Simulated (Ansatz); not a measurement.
GaAs:
```xyz
6
Lattice="4.0261 0.0000 0.0000 -2.0130 3.4867 0.0000 0.0000 0.0000 8.8523" Properties=species:S:1:pos:R:3 pbc="T T T"
Ga     2.0130     0.0000     4.4262
Ga    -1.0065     1.7433     1.4754
Ga     1.0065     1.7433     7.3769
As     2.0130     0.0000     0.0000
As    -1.0065     1.7433     5.9016
As     1.0065     1.7433     2.9508
```

Relaxed with r²SCAN. Special points in fractions of this cell's reciprocal vectors: Γ (0.000, 0.000, 0.000); M (0.500, 0.000, 0.000); K (0.333, 0.333, 0.000); A (0.000, 0.000, 0.500); L (0.500, 0.000, 0.500); H (0.333, 0.333, 0.500).

List the band energies nearest the Fermi level at these points for DFT-r²SCAN in the program Ansatz with PAW potentials.

In eV from the Fermi level; about four levels below and three above (degenerate sets whole), none deeper than 8.9 eV; points with the same levels are listed once.

| k | below | above |
|---|---|---|
| Γ | -0.83 -0.83 -0.62 -0.26 | 0.03 1.87 1.87 |
| M | -2.80 -2.13 -1.92 -1.81 | 0.65 0.84 1.72 |
| K | -3.82 -3.82 -2.52 -1.89 -1.89 | 0.09 2.44 2.44 |
| A | -0.80 -0.74 -0.74 -0.46 | 1.78 1.78 1.80 |
| L | -2.66 -2.62 -2.25 -1.93 | 1.26 1.67 2.68 |
| H | -4.08 -4.08 -2.35 -1.55 | 2.57 2.67 2.67 |

Space group P6_222. The start of the workflow was typed in or built on a structure type; neither database checked (COD, Materials Project) lists it. It is not the phase usual at ambient conditions (space group No. 216). The cell was relaxed with r²SCAN under the symmetry of its start; its stability against distortions is not shown here. The Fermi level of a semimetal is unsure by some 0.05 eV on such meshes. Scalar-relativistic: spin–orbit coupling is off unless named, which matters more the heavier the elements.

Potentials: the later of the program's two PAW sets.
